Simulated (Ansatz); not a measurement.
The relaxed structure here is a generated cell of Cr2N: the first start was made by a random draw of sites in a space group, and the end was not matched to a known phase here, so it may be hypothetical.

A relaxed structure of Cr$_{2}$N. Space group P4/mmm (No. 123). All values below come from PBEsol (plane waves to 420 eV, PAW, scalar-relativistic; Ansatz, an electronic-structure program).

```cif
data_Cr2N
_chemical_formula_sum 'Cr2 N1'
_space_group_name_H-M_alt 'P4/mmm'
_space_group_IT_number 123
_space_group_name_Hall '-P 4 2'
_cell_length_a 2.72926
_cell_length_b 2.72926
_cell_length_c 3.79688
_cell_angle_alpha 90.000
_cell_angle_beta 90.000
_cell_angle_gamma 90.000
loop_
_atom_site_label
_atom_site_type_symbol
_atom_site_symmetry_multiplicity
_atom_site_Wyckoff_symbol
_atom_site_fract_x
_atom_site_fract_y
_atom_site_fract_z
_atom_site_occupancy
Cr1 Cr 1 d 0.50000 0.50000 0.50000 1
Cr2 Cr 1 a 0.00000 0.00000 0.00000 1
N1 N 1 c 0.50000 0.50000 0.00000 1
```

```yaml
volume_per_atom: 9.43 Å³
band_gap: zero (metallic)
magnetic_moment: zero (the starting moments vanished)
shortest_distances: Cr–N 1.90 Å; Cr–Cr 2.71 Å; N–N 2.73 Å
k-mesh: 17×17×12
```

No spin polarisation in the result: the starting moments vanished. The relaxed primitive cell holds an odd number of electrons. A magnetic state may lie lower.

It was reached from a disturbed copy of a Pmmm (No. 47) cell, against which it lies -1.31 eV/atom.
